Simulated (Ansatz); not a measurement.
Vibrational response of Hf3TiO3

Method: Ansatz 0.2.0, DFT PBE, scalar-relativistic, plane waves, PAW. Settings: 420 eV plane-wave cutoff, Γ-centred 8×8×6 mesh, Gaussian smearing of 0.10 eV. No spin polarisation. Phonons by linear response, acoustic sum rule imposed.

Relaxed structure:
```yaml
crystal:
  lattice:
    - [4.27265, 0.00000, 0.00000]
    - [0.00000, 4.27265, 0.00000]
    - [0.00000, 0.00000, 5.16480]
  atoms:
    - { symbol: Hf, position: [0.50000, 0.00000, 0.40547] }
    - { symbol: Hf, position: [0.00000, 0.50000, 0.40547] }
    - { symbol: Hf, position: [0.50000, 0.50000, 0.95195] }
    - { symbol: Ti, position: [0.00000, 0.00000, 0.94329] }
    - { symbol: O, position: [0.00000, 0.00000, 0.53229] }
    - { symbol: O, position: [0.50000, 0.00000, 0.83644] }
    - { symbol: O, position: [0.00000, 0.50000, 0.83644] }
```

The cell was found from a structure generator's guess, not taken from experiment. In a metal, frequencies depend on the k mesh and the smearing, soft modes most. Spin–orbit coupling is left out, which matters for heavy elements.

Optical modes at Γ:
| frequency (meV) | degeneracy |
| --- | --- |
| 15.5 | 2 |
| 15.6 | 1 |
| 16.1 | 1 |
| 22.4 | 2 |
| 27.5 | 1 |
| 32.4 | 2 |
| 43.7 | 2 |
| 45.8 | 1 |
| 51.0 | 1 |
| 53.8 | 2 |
| 54.6 | 1 |
| 57.7 | 2 |

All 18 optical modes at Γ are real: no displacement of atoms at fixed cell lowers the energy to second order. Strains and modes at other wave vectors aren't tested by this run.
